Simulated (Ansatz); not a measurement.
## Convergence of NbSi

```
CELL_PARAMETERS angstrom
0.00000 2.57365 2.57365
2.57365 0.00000 2.57365
2.57365 2.57365 0.00000
ATOMIC_POSITIONS crystal
Nb 0.00000 0.00000 0.00000
Si 0.50000 0.50000 0.50000
```

Atom numbers follow the list: Nb1, Si2.

The cell was built from the rocksalt type and relaxed in the same program, and has space group Fm-3m; it needn't be a known or the stable phase.

Spin polarisation is left out, and whether a magnetic state lies lower isn't shown here.

The calculation used DFT, PBE, all-electron LAPW, scalar-relativistic in Ansatz 0.2.0.

The runs use a Γ-centred 14×14×14 k mesh, Fermi–Dirac smearing of 0.05 eV, basis error target 1 meV/atom, no spin polarisation. One setting is then changed at a time.

| LAPW cutoff (eV) | free energy less the base's (meV/atom) | P (GPa) |
| --- | --- | --- |
| 227 (base) | 0.0 | 0.00 |
| 150 | ? | ? |
| 320 | -0.3 | 0.00 |
| 400 | -0.3 | 0.00 |
| 500 | -0.2 | 0.00 |

Question: What belongs in the row "150", column "free energy less the base's (meV/atom)"?

Answer: 5.5.

Question: Give the missing entry: row "150", column "P (GPa)".

Answer: 0.06.
